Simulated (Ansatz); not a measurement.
In LDA (plane waves, PAW; program Ansatz), La in the dhcp (α-La type) structure (P6_3/mmc) relaxes to a = 3.584 Å, c = 11.561 Å.

Electronic character: metallic (no gap).

The bulk modulus is 29.6 GPa. The relaxed-ion elastic constants in GPa are C11 = 60.6, C12 = 18.4, C13 = 10.0, C33 = 67.5, C44 = 16.4. The elastic constants imply a Debye temperature near 174 K. The highest mode at Γ lies at 84 cm⁻¹.

The cell was relaxed with LDA under the symmetry of its start. As this level gives no gap, shear constants depend on the k-mesh and smearing (Fermi–Dirac, 0.1 eV here). As this level gives no gap, phonon frequencies hold no LO–TO term and depend on the k-mesh and smearing (Fermi–Dirac, 0.1 eV here). Axis ratios of metals converge slowly with the k-mesh, so a and c are less sure than the volume. Scalar-relativistic: spin–orbit coupling is off unless named, which matters more the heavier the elements.

Potentials: the earlier of the program's two PAW sets. The files were generated under PBE; for other functionals the program regenerates the frozen cores, and for LDA and PBEsol the local potential too.
